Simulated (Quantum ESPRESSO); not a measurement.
pw.x input (Quantum ESPRESSO 7.5; PBEsol, PseudoDojo standard norm-conserving files, scalar-relativistic):

```
&CONTROL
  calculation = 'scf'
  pseudo_dir = './pseudo'
  outdir = './out'
  tprnfor = .true.
  tstress = .true.
/
&SYSTEM
  ibrav = 0
  nat = 10
  ntyp = 4
  ecutwfc = 88.0
  ecutrho = 352.0
  occupations = 'smearing'
  smearing = 'fd'
  degauss = 0.002
  nbnd = 51
/
&ELECTRONS
  conv_thr = 1e-09
/
ATOMIC_SPECIES
F 18.9984 F.upf
Na 22.9898 Na.upf
K 39.0983 K.upf
Rh 102.9055 Rh.upf
CELL_PARAMETERS angstrom
  0.000000000000   4.259855000000   4.259855000000
  4.259855000000   0.000000000000   4.259855000000
  4.259855000000   4.259855000000   0.000000000000
ATOMIC_POSITIONS crystal
F   0.763870000000   0.236130000000   0.236130000000
F   0.236130000000   0.763870000000   0.763870000000
F   0.236130000000   0.763870000000   0.236130000000
F   0.763870000000   0.236130000000   0.763870000000
F   0.236130000000   0.236130000000   0.763870000000
F   0.763870000000   0.763870000000   0.236130000000
Na   0.500000000000   0.500000000000   0.500000000000
K   0.750000000000   0.750000000000   0.750000000000
K   0.250000000000   0.250000000000   0.250000000000
Rh   0.000000000000   0.000000000000   0.000000000000
K_POINTS automatic
6 6 6 0 0 0
```

End of the output:

```
     total energy              =    -741.10004966 Ry
     estimated scf accuracy    <       0.00000195 Ry
     total energy              =    -741.10004995 Ry
     estimated scf accuracy    <       0.00000003 Ry
     total energy              =    -741.10004996 Ry
     estimated scf accuracy    <          7.0E-09 Ry
[...]
     the Fermi energy is     5.3574 ev
!    total energy              =    -741.10004997 Ry
     estimated scf accuracy    <          9.4E-11 Ry
     smearing contrib. (-TS)   =      -0.00000000 Ry
     internal energy E=F+TS    =    -741.10004997 Ry
     The total energy is F=E-TS. E is the sum of the following terms:
     one-electron contribution =    -409.11992829 Ry
     hartree contribution      =     242.92619419 Ry
     xc contribution           =    -141.46826230 Ry
     ewald contribution        =    -433.43805356 Ry
     convergence has been achieved in  10 iterations
     Forces acting on atoms (cartesian axes, Ry/au):
     atom    1 type  1   force =    -0.02008680    0.00000000    0.00000000
     atom    2 type  1   force =     0.02008680   -0.00000000    0.00000000
     atom    3 type  1   force =     0.00000000   -0.02008680   -0.00000000
     atom    4 type  1   force =    -0.00000000    0.02008680    0.00000000
     atom    5 type  1   force =     0.00000000    0.00000000   -0.02008680
     atom    6 type  1   force =     0.00000000   -0.00000000    0.02008680
     atom    7 type  2   force =     0.00000000    0.00000000    0.00000000
     atom    8 type  3   force =     0.00000000    0.00000000    0.00000000
     atom    9 type  3   force =     0.00000000   -0.00000000    0.00000000
     atom   10 type  4   force =     0.00000000   -0.00000000   -0.00000000
     Total force =     0.049202     Total SCF correction =     0.000020
     Computing stress (Cartesian axis) and pressure
          total   stress  (Ry/bohr**3)                   (kbar)     P=      -38.84
  -0.00026402   0.00000000  -0.00000000          -38.84        0.00       -0.00
   0.00000000  -0.00026402   0.00000000            0.00      -38.84        0.00
  -0.00000000   0.00000000  -0.00026402           -0.00        0.00      -38.84
```
In a gapped system the printed Fermi energy is only some level inside the gap.

Spin-orbit coupling is not included.

Geometry of the Materials Project entry, not relaxed at this level.
